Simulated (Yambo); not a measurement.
Convergence of the G0W0 gap of Ga₂O₃

G0W0@PBE for Ga$_{2}$O$_{3}$ (corundum, space group R-3c, No. 167) in Yambo. Reference settings: 4×4×4 Γ-centred k mesh, bands 17 to 237 and a 10 Ry block in the screening, 237 bands in G with the Bruneval-Gonze terminator, plasmon pole fitted at 27.2 eV. The PBE gap (0, 0, 0.25) → Γ on this mesh is 2.86 eV; G0W0 gaps are taken between the same points.

```
change from the reference  G0W0 gap (0, 0, 0.25) → Γ (eV)  shift of the valence edge (eV)        rough Yambo cost
-------------------------  ------------------------------  ------------------------------  ----------------------
reference settings                                   4.36                           -0.77                       1
148 bands in G                                       4.37                           -0.78                       –
6 Ry block                                           4.19                           -0.67  within a factor of two
no terminator                                        4.27                           -0.54                       –
```

The reference isn't shown to be the converged limit. Costs are rough (shared machines), scaled to the same edge states, and given only for runs that recompute the screening.

Spin-orbit splittings are left out.

Geometry relaxed with PBEsol; primitive cell a = b = c = 5.3303 Å, α = β = γ = 55.93°.

This is not the ordinary phase of the substance.

A shift is the quasiparticle energy of the state minus its PBE energy.

The potentials are those of PseudoDojo's stringent table.
